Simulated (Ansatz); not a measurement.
input.yaml (Ansatz)

```yaml
crystal:
  lattice:
    - [0.0, 1.90663166, 1.90663166]
    - [1.90663166, 0.0, 1.90663166]
    - [1.90663166, 1.90663166, 0.0]
  atoms:
    - { symbol: P, position: [0.0, 0.0, 0.0] }
hamiltonian:
  xc: lda
  pseudopotentials:
    kind: paw_fr
    azcp:
      P: "pseudopotentials/P.paw.azcp"
basis:
  ecutwfc: 420
  fft_grid_basis: typed
kpoints:
  mp_grid: { grid: [14, 14, 14], shift: [0, 0, 0] }
magnetization:
  noncollinear: true
  spin_orbit: true
scf:
  occupations: { method: fermi_dirac, width: 0.1 }
```

Terminal output

```
Warning: the record states the generating functional pbe (its physics header spells it `PBE`), which answers neither for hamiltonian.xc's functional nor for the lda family's — results may be inconsistent (PPs are generated against a specific XC)
Engine: ansatz 0.2.0, aarch64-unknown-linux-gnu
Pseudopotentials: kind: paw_fr
Pseudopotential: P, paw_fr, valence charge 5, recommended cutoff 420 eV (normal) 
Functional definition: SPW92
  exchange = slater_x
  correlation = pw_c
non-collinear run that drives no moment, with spin-orbit: no starting moment large enough to seed its density (crystal.atoms[].spin), no starting occupations that ask for one, no magnetisation constraint and no magnetic field, so the semilocal B_xc is pinned to zero
Crystal: 1 atoms, lattice volume = 13.862 Å³
Basis set: ecut = 420 eV, 283 PW (Γ)
Bands: 14, of which v1, the nominal top of the filled ones, is band 5 counted from 1 (4 counted from 0)
Symmetry: 48 space group operations + 48 with time reversal
Magnetic group: BNS 225.117 (UNI 1619), of the structure as read, at distance tolerance 2.4e-5 Å
k-points: 104 of 2744
Projection manifold: j_resolved (fully-relativistic pseudo-atomic orbitals)
Non-local potential: P, projectors of the file, l = 0: 2, l = 1: 4, l = 2: 4
PAW form: soft (Blöchl's): semilocal exchange-correlation on the pseudo side does not see the compensation charge
PAW frozen core: P, regenerated for the run's functional, and the local potential with it (the file was generated under x = pbe(κ = 0.804, μ = 0.2195149727645171), c = pbe(β = 0.06672455060314922))
PAW one-centre angular grid: P, 110 points (default); XC on 64 Gauss nodes
Initial density: superposition of atomic densities (chi_scale 0.1, normalization cell)
Initial wavefunctions: pseudopotential atomic-orbital guess
Functional: x = slater, c = lda
SCF iter   1: F=—  HF=-725.257281 eV  |F-HF|=—  |Δ(HF+E_count)|=         —  Δρ=1.12e-2  dr2=1.39e-2  dr2_m=0.00e0 (ungated)  ethr=3.10e-3  |M|=0.00e0 ∫|m|=0.00e0 μB  |m|>n=0.0e0 m-floor=0.0e0 τ_xc=0.0e0  β_m=0.30  ⟨swp⟩=6.1  Hψ=5053  notcnv=0  defer=80
SCF iter   2: F=—  HF=-725.253693 eV  |F-HF|=—  |Δ(HF+E_count)|=   3.59e-3  Δρ=7.41e-3  dr2=6.04e-3  dr2_m=0.00e0 (ungated)  ethr=2.79e-4  |M|=0.00e0 ∫|m|=0.00e0 μB  |m|>n=0.0e0 m-floor=0.0e0 τ_xc=0.0e0  β_m=0.59  ⟨swp⟩=1.0  Hψ=1145  notcnv=0  defer=128
SCF iter   3: F=—  HF=-725.251067 eV  |F-HF|=—  |Δ(HF+E_count)|=   2.63e-3  Δρ=4.90e-4  dr2=2.70e-5  dr2_m=0.00e0 (ungated)  ethr=1.21e-4  |M|=0.00e0 ∫|m|=0.00e0 μB  |m|>n=0.0e0 m-floor=0.0e0 τ_xc=0.0e0  β_m=0.80  ⟨swp⟩=2.0  Hψ=809  notcnv=0  defer=128
SCF iter   4: F=—  HF=-725.251048 eV  |F-HF|=—  |Δ(HF+E_count)|=   1.92e-5  Δρ=9.75e-5  dr2=9.69e-7  dr2_m=0.00e0 (ungated)  ethr=5.40e-7  |M|=0.00e0 ∫|m|=0.00e0 μB  |m|>n=0.0e0 m-floor=0.0e0 τ_xc=0.0e0  β_m=0.79  ⟨swp⟩=2.0  Hψ=801  notcnv=0  defer=128
SCF iter   5: F=—  HF=-725.251048 eV  |F-HF|=—  |Δ(HF+E_count)|=   3.03e-7  Δρ=3.36e-5  dr2=1.20e-7  dr2_m=0.00e0 (ungated)  ethr=2.00e-9  |M|=0.00e0 ∫|m|=0.00e0 μB  |m|>n=0.0e0 m-floor=0.0e0 τ_xc=0.0e0  β_m=0.90  ⟨swp⟩=2.0  Hψ=1248  notcnv=0
SCF iter   6: F=-725.251048 eV  HF=-725.251048 eV  |F-HF|=1.78e-9  |Δ(HF+E_count)|=   4.55e-8  Δρ=5.93e-6  dr2=3.71e-9  dr2_m=0.00e0 (ungated)  ethr=2.00e-9  |M|=0.00e0 ∫|m|=0.00e0 μB  |m|>n=0.0e0 m-floor=0.0e0 τ_xc=0.0e0  ⟨swp⟩=2.0  Hψ=1240  notcnv=0
SCF 1 converged in 6 iterations: F = -725.251048 eV  dr2 = 3.71e-9
SCF converged after 6 iterations
Magnetization: |M| = 0.0000 μB,  M = (+0.0000, +0.0000, +0.0000) μB
Absolute magnetization: 0.0000 μB (∫|m|)
  site 0: m = (+0.0000, +0.0000, +0.0000) μB, |m| = 0.0000 μB  (R = 1.11 Å)
Free energy (F): -725.251048 eV
Harris-Foulkes:  -725.251048 eV  (|F-HF|=1.78e-9)
Internal energy: -725.228843 eV  (E = F + TS)
E sigma→0 (E₀):  -725.239946 eV
Entropy (-TS):   -0.022204 eV (-22.204 meV/atom)
Fermi energy:    11.756698 eV
--- Per-component energies (eV) ---
  E_band       = 25.578840
  E_kinetic    = 70.842401
  E_local      = -15.936309  (includes V_loc(G=0)·N_el)
  E_nonlocal   = 34.919474
  E_hartree    = 2.687685
  E_xc         = -61.542182
  E_vxc        = -61.406687  (∫ρ·V_xc dr)
  E_paw        = -539.900425  (= ΣΔE_a)
  E_vpaw       = -8.215550  (= ΣTr[D̂ρ^β])
  E_aug_tail   = 0.000004  (compensation charges beyond the density's cutoff)
  E_ewald      = -216.416960
  E_core_change = 0.117467  (= ΣΔE_core)
  E_smearing   = -0.022204  (= −TS)
  E_closure    = -0.000000  (closes the sum)
  Σ components = -725.251048   (vs F -725.251048, Δ=0.00e0)
```
